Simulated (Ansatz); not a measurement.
**Ansatz 0.2.0, vacancy hop by nudged elastic band: H₃C₂**

input.yaml:

```yaml
crystal:
  lattice:
    - [3.631685, 3.27475, 0.0]
    - [3.631685, -3.27475, 0.0]
    - [1.586604, 0.0, -8.12188]
  atoms:
    - { symbol: C, position: [0.07980216, 0.07954601, 0.45503528] }
    - { symbol: C, position: [0.92570569, 0.92507547, 0.04406481] }
    - { symbol: C, position: [0.27222394, 0.27744353, 0.35916339] }
    - { symbol: C, position: [0.72606492, 0.7253141, 0.13466084] }
    - { symbol: H, position: [0.27129719, 0.2624653, 0.22907652] }
    - { symbol: H, position: [0.72277022, 0.72507605, 0.27145763] }
    - { symbol: H, position: [0.48809677, 0.22182305, 0.38439338] }
    - { symbol: H, position: [0.77979605, 0.5236311, 0.11163353] }
    - { symbol: H, position: [0.21944453, 0.49043315, 0.38682511] }
    - { symbol: C, position: [0.08361385, 0.08445752, 0.95779238] }
    - { symbol: C, position: [0.92236158, 0.92374841, 0.54320279] }
    - { symbol: C, position: [0.27265134, 0.27027469, 0.86108605] }
    - { symbol: C, position: [0.72759933, 0.72463674, 0.64335386] }
    - { symbol: H, position: [0.26520337, 0.26874599, 0.72893708] }
    - { symbol: H, position: [0.73753371, 0.7318369, 0.77334598] }
    - { symbol: H, position: [0.47974499, 0.21628157, 0.88481142] }
    - { symbol: H, position: [0.78377542, 0.51158197, 0.61478761] }
    - { symbol: H, position: [0.51033002, 0.78430817, 0.61484481] }
    - { symbol: H, position: [0.22664836, 0.47928241, 0.88676745] }
kpoints:
  mp_grid: { grid: [3, 3, 2] }
magnetization:
  spin_polarized: false
scf:
  occupations: { method: gaussian, width: 0.1 }
hamiltonian:
  pseudopotentials: { kind: paw }
  xc: pbe
basis:
  ecutwfc: 420
neb:
  images: 3
  relax_end_points: true
  climbing: true
  f_tol: 0.1
  max_iterations: 40
  order_check: false
  final_atoms:
    - { symbol: C, position: [0.07980216, 0.07954601, 0.45503528] }
    - { symbol: C, position: [0.92570569, 0.92507547, 0.04406481] }
    - { symbol: C, position: [0.27222394, 0.27744353, 0.35916339] }
    - { symbol: C, position: [0.72606492, 0.7253141, 0.13466084] }
    - { symbol: H, position: [0.27129719, 0.2624653, 0.22907652] }
    - { symbol: H, position: [0.72277022, 0.72507605, 0.27145763] }
    - { symbol: H, position: [0.48809677, 0.22182305, 0.38439338] }
    - { symbol: H, position: [0.51867804, 0.78116316, 0.11216928] }
    - { symbol: H, position: [0.21944453, 0.49043315, 0.38682511] }
    - { symbol: C, position: [0.08361385, 0.08445752, 0.95779238] }
    - { symbol: C, position: [0.92236158, 0.92374841, 0.54320279] }
    - { symbol: C, position: [0.27265134, 0.27027469, 0.86108605] }
    - { symbol: C, position: [0.72759933, 0.72463674, 0.64335386] }
    - { symbol: H, position: [0.26520337, 0.26874599, 0.72893708] }
    - { symbol: H, position: [0.73753371, 0.7318369, 0.77334598] }
    - { symbol: H, position: [0.47974499, 0.21628157, 0.88481142] }
    - { symbol: H, position: [0.78377542, 0.51158197, 0.61478761] }
    - { symbol: H, position: [0.51033002, 0.78430817, 0.61484481] }
    - { symbol: H, position: [0.22664836, 0.47928241, 0.88676745] }
```

The command:

```bash
ansatz run input.yaml --threads 4 --pin off --max-ram 8192MiB --backend cpu --events-out ev --progress --plain --runs-dir out
```

Origin of the cell: a database entry, scaled a little.

The cell is 1×1×2 cells of H3C2 with one H taken out; atom 8 (H) hops into the empty site, 1.70 Å away before the end points are relaxed. All atoms were shaken by about 0.02 Å first.

Output (shortened):

```
SCF iter   1: F=—  HF=-2178.422141 eV  Δρ=1.22e-2  dr2=4.95e-1  defer=5
SCF iter   2: F=—  HF=-2178.363902 eV  Δρ=1.02e-2  dr2=3.25e-1  defer=134
SCF iter   3: F=—  HF=-2178.323198 eV  Δρ=7.81e-3  dr2=1.95e-1  defer=134
[… 10 lines left out …]
SCF iter  14: F=—  HF=-2178.283058 eV  Δρ=3.11e-5  dr2=2.74e-6  defer=138
SCF iter  15: F=—  HF=-2178.283057 eV  Δρ=1.22e-5  dr2=3.23e-7  defer=138
SCF iter  16: F=-2178.283057 eV  HF=-2178.283057 eV  Δρ=6.32e-6  dr2=7.28e-8
NEB iter   1: max|band force component| = 7.721e0 eV/Å  barrier→ = 0.9001 eV  barrier← = 0.9000 eV  Δτ_max = 0.1142 Å  (79 SCF iters)
NEB iter   2: max|band force component| = 1.535e0 eV/Å  barrier→ = 0.1023 eV  barrier← = 0.1023 eV  Δτ_max = 0.1875 Å  (41 SCF iters)
NEB iter   3: max|band force component| = 1.197e0 eV/Å  barrier→ = 0.2302 eV  barrier← = 0.2302 eV  Δτ_max = 0.1581 Å  (39 SCF iters)
NEB iter   4: max|band force component| = 5.806e-1 eV/Å  barrier→ = 0.0476 eV  barrier← = 0.0476 eV  Δτ_max = 0.0344 Å  (38 SCF iters)
NEB iter   5: max|band force component| = 2.863e-1 eV/Å  barrier→ = 0.0301 eV  barrier← = 0.0301 eV  CI = image 2  Δτ_max = 0.0269 Å  (34 SCF iters)
NEB iter   6: max|band force component| = 2.584e-1 eV/Å  barrier→ = 0.0250 eV  barrier← = 0.0250 eV  CI = image 2  Δτ_max = 0.0339 Å  (28 SCF iters)
NEB iter   7: max|band force component| = 1.411e-1 eV/Å  barrier→ = 0.0215 eV  barrier← = 0.0215 eV  CI = image 2  Δτ_max = 0.0282 Å  (31 SCF iters)
NEB iter   8: max|band force component| = 5.930e-2 eV/Å  barrier→ = 0.0203 eV  barrier← = 0.0203 eV  CI = image 2  Δτ_max = 0.0000 Å  (29 SCF iters)
--- NEB band (5 images, 8 band iterations, 319 SCF iterations, 464 more in tests of the images' electronic states and relaxations of end points) ---
  forward barrier  = 0.020324 eV
  backward barrier = 0.020313 eV
  lagrangian_above_aufbau_ev (what the smearing adds, to first order; not taken off the barriers): saddle image -0.011990 eV, end points -0.023266 and -0.023673 eV
  climbing image's point = of an order that was not read
  energies are F+E_penalty+E_count in eV, relative to image 0
  image     s (Å)  Δ vs image 0  max|band force component| (eV/Å)
      0    0.0000      0.000000                                 —
      1    0.4564      0.007691                          5.930e-2
  *   2    0.9129      0.020324                          5.275e-2
      3    1.4095      0.008476                          5.884e-2
      4    1.9062      0.000010                                 —
```

The converged band:

```tsv
image	path over all atoms (Å)	ΔF (eV)	H x	y	z (Å)
0	0.00	0.000	4.68	0.54	-0.69
1	0.46	0.008	4.64	0.32	-0.58
2	0.91	0.020	4.62	0.03	-0.53
3	1.41	0.008	4.63	-0.26	-0.57
4	1.91	0.000	4.69	-0.55	-0.70
```

Highest image (2), forces in eV/Å:

```xyz
19
Lattice="3.632 3.275 0.000 3.632 -3.275 0.000 1.587 0.000 -8.122" Properties=species:S:1:pos:R:3:forces:R:3 pbc="T T T" image=2
C     1.350   -0.001   -3.754    0.000    0.000    0.002
C     6.750    0.019   -0.373    0.053   -0.048    0.000
C     2.560    0.001   -2.947    0.000   -0.001    0.000
C     5.575    0.010   -1.053   -0.040    0.024   -0.026
H     2.303    0.001   -1.880    0.000    0.000    0.000
H     5.561   -0.005   -2.143   -0.008   -0.008    0.036
H     3.175    0.893   -3.143    0.000    0.000    0.000
H     4.619    0.031   -0.531    0.012    0.001   -0.026
H     3.178   -0.888   -3.142   -0.001   -0.001    0.000
C     2.148    0.012   -7.873   -0.024    0.027    0.028
C     7.591   -0.004   -4.411   -0.001    0.001    0.003
C     3.359    0.000   -7.082    0.002   -0.010   -0.010
C     6.358   -0.006   -5.182    0.000    0.001   -0.001
H     3.118   -0.013   -6.010    0.003    0.005   -0.001
H     6.569   -0.005   -6.260    0.001    0.000   -0.001
H     3.983    0.887   -7.281    0.000    0.005   -0.001
H     5.746    0.882   -4.960    0.001    0.000   -0.001
H     5.748   -0.895   -4.961    0.000    0.000   -0.001
H     3.975   -0.888   -7.303    0.003    0.004    0.000
```

Barrier of this path: 0.02 eV forwards, 0.02 eV backwards, after 8 band iterations.

Caveats: no moments, though an odd count or open d shells may carry them; the k mesh is coarse if the cell is a metal; a small cell with a neutral vacancy and no spin, whose shape can make like sites unlike; the cell is held at a rescaled volume, and strain moves barriers; the hop was drawn among near neighbours and need not be the easiest path; few images and a loose tolerance, and neither the top nor the ends were tested for their order; another atom moves far along the path.

It ran for 120 s on 4 threads of Arm Neoverse V2 (shared host), peak memory 0.79 GiB, from the program's own first density.
